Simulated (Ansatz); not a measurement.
Crystals of one structure type (rock salt), relaxed and computed with HSE06 in the plane-wave PAW code Ansatz.

```tsv
crystal	a (Å)	gap (eV)	B₀ by P(V) fit (GPa)
KF	5.369	8.10	31.6
KCl	6.345	6.41	17.2
KBr	6.666	5.52	14.2
KI	7.144	4.88	11.1
```

All cells were relaxed under the symmetry of their starts (and spin orders); stability against distortions was not tested throughout. Spin–orbit coupling is left out wherever it is not named.

Potentials: the later of the program's two PAW sets.
